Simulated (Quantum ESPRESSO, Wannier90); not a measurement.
**Wannierisation of TiAl3 (I4/mmm)**

```xyz
4
Lattice="3.8222 0.0000 0.0000 0.0000 3.8222 0.0000 -1.9111 -1.9111 4.2807" Properties=species:S:1:pos:R:3 pbc="T T T"
Ti     0.0000     0.0000     0.0000
Al     1.9111     1.9111     0.0000
Al     0.0000    -1.9111     2.1403
Al    -1.9111     0.0000     2.1403
```

Materials Project entry mp-542915; symmetrised, unrelaxed at this level. Not found in the COD (Crystallography Open Database) copy used; not checked further. Level: PBEsol, no spin polarisation, no spin-orbit coupling; pw.x of Quantum ESPRESSO at 68 Ry with PseudoDojo potentials, 8×8×8 k-points, Wannier90. Density: 12×12×12 mesh, cold smearing 0.01 Ry.

A tight-binding model is made by disentanglement and projection with no localisation steps (num_iter = 0), so the 21 orbitals stay atom-like: hydrogen-like Ti: s;p;d; Al: s;p, axes along x, y, z; frozen window up to 1.50 eV relative to the Fermi level. It follows pw.x to 3.9 meV rms for states up to 1.0 eV relative to the Fermi level. Matrix elements depend on this choice of orbitals and windows. The run ended at its step limit with the spread still drifting slowly, so a lower minimum may lie further on.

Question: Which pairs of orbitals on different sites are coupled most strongly? Give distance, modulus and how many such pairs a cell has.

Answer: 
| orbital | orbital | distance of the centres (Å) | modulus (eV) | pairs |
|---|---|---|---|---|
| Al px | Al py | 2.70 | 1.70 | 8 |
| Al px | Ti py | 2.70 | 1.51 | 4 |
| Al py | Ti px | 2.70 | 1.51 | 4 |
| Al px | Al pz | 2.67 | 1.45 | 4 |
| Al py | Al pz | 2.67 | 1.45 | 4 |
| Al px | Al pz | 2.87 | 1.40 | 4 |
| Al py | Al pz | 2.87 | 1.40 | 4 |
| Al pz | Al pz | 2.87 | 1.35 | 8 |
| Al py | Al s | 2.72 | 1.33 | 8 |
| Al px | Al s | 2.72 | 1.33 | 8 |
| Al px | Ti s | 2.70 | 1.29 | 4 |
| Al py | Ti s | 2.70 | 1.29 | 4 |
| Al pz | Al s | 2.87 | 1.18 | 8 |
| Al s | Ti py | 2.70 | 1.16 | 4 |
| Al s | Ti px | 2.70 | 1.16 | 4 |
| Al px | Al s | 2.67 | 1.11 | 4 |
| Al py | Al s | 2.67 | 1.11 | 4 |
| Al px | Ti pz | 3.08 | 1.08 | 4 |
| Al py | Ti pz | 3.08 | 1.08 | 4 |
| Al pz | Ti py | 2.87 | 1.05 | 4 |
| Al pz | Ti px | 2.87 | 1.05 | 4 |
| Al px | Ti px | 2.70 | 1.05 | 4 |
| Al py | Ti py | 2.70 | 1.05 | 4 |
| Al s | Ti pz | 2.87 | 1.04 | 8 |
| Al px | Al px | 2.67 | 1.03 | 4 |
| Al py | Al py | 2.67 | 1.03 | 4 |
| Al py | Al py | 2.76 | 1.02 | 4 |
| Al px | Al px | 2.76 | 1.02 | 4 |
| Al s | Al s | 2.70 | 0.96 | 4 |
| Al s | Ti dxy | 2.70 | 0.95 | 4 |
